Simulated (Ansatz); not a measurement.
MgS (rock salt, Fm-3m), DFT-r²SCAN in the program Ansatz with PAW potentials. The conduction-band minimum lies at X, with 3 equivalent valleys. Second derivatives d²E/dk² of the lowest band at one valley (eV·Å²), along Cartesian directions:

```
direction  d²E/dk²
---------  -------
[100]        14.52
[010]        25.07
[001]        25.07
[110]        19.79
[101]        19.79
[011]        25.03
```

Find the principal effective masses, the density-of-states mass and the conductivity mass.

Off-diagonal terms follow from H_xy = H[110] − (H_xx + H_yy)/2, and m*/mₑ = 7.620 eV·Å² over each eigenvalue: 0.30, 0.30, 0.52. One valley's DOS mass (m₁m₂m₃)^(1/3) = 0.36, conductivity mass 3/(Σ 1/mᵢ) = 0.35 mₑ.

What effective density of states Nc follows at 300 K for parabolic valleys?

Nc = 2.509e19 × 3 × (0.36)^(3/2) ≈ 1.6e19 cm⁻³.

Symmetry was held in the r²SCAN relaxation.

Potentials: the earlier of the program's two PAW sets.

Edges and masses are those of Kohn–Sham bands, whose gap is no quasiparticle gap.
